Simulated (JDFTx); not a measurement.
surface: Zn(0001)
bulk: Zn, P6_3/mmc, lattice of mp-79 (not re-optimised)
slab: 4 atoms in 4 planes, 1x1, 7.4 Å between the outermost planes
in-plane cell: 2.614 × 2.614 Å, 5.92 Å²
cell height: 23.3 Å
sampling: 10×10×1 k mesh, Fermi smearing 0.01 Ha, no spin polarisation

Level of theory: PBE, GBRV ultrasoft potentials, plane waves to 20/100 Ha; code: JDFTx (a modified build). Liquid: SCCS (g09 parameters), water, 1 M NaF. The neutral cell holds 80 valence electrons and has two faces of 5.919 Å² each. Last filling lines of the neutral and of a charged run (μ in hartree, zero in the bulk liquid):

```
FillingsUpdate:  mu: -0.144212034  nElectrons: 80.000000
FillingsUpdate:  mu: -0.130093000  nElectrons: 80.027795
```

Worked example: both potentials, by the convention U = −μ/e − 4.44 V vs SHE, the surface charge density and the mean capacitance.

U_pzc = 0.14421 × 27.2114 − 4.44 = -0.52 V; U = 0.13009 × 27.2114 − 4.44 = -0.90 V. The cell has 0.0278 excess electrons, a net charge of -0.0278 e, shared by two faces: σ = -0.0278 e / (2 × 5.919 Å²) = -0.00235 e/Å² = -3.8 μC/cm² (1 e/Å² = 1602.18 μC/cm²). C = σ/(U − U_pzc) = -3.8/-0.38 ≈ 10 μF/cm².
